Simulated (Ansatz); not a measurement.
KBr (rock salt, space group No. 225), the program Ansatz at the PBE level (PAW): ε∞ = 2.50, cell volume 75.38 Å³. Infrared-active transverse modes:

| ω_TO (cm⁻¹) | oscillator strength S_xx (e²/amu) |
|---|---|
| 100.3 | 0.04912 |

Problem. Compute the static dielectric constant.

Solution. Each mode adds (4.921e7/V) S/ω²: 3.19. So ε0 = 5.69.

Problem. What LO frequency does the Lyddane–Sachs–Teller relation give?

Solution. ω_LO = ω_TO √(ε0/ε∞) = 151 cm⁻¹.

Space group Fm-3m (rock salt). Symmetry was held in the PBE relaxation; phonons on a q-mesh show no instability. Scalar-relativistic: spin–orbit coupling is off unless named, which matters more the heavier the elements.

Potentials: the later of the program's two PAW sets.
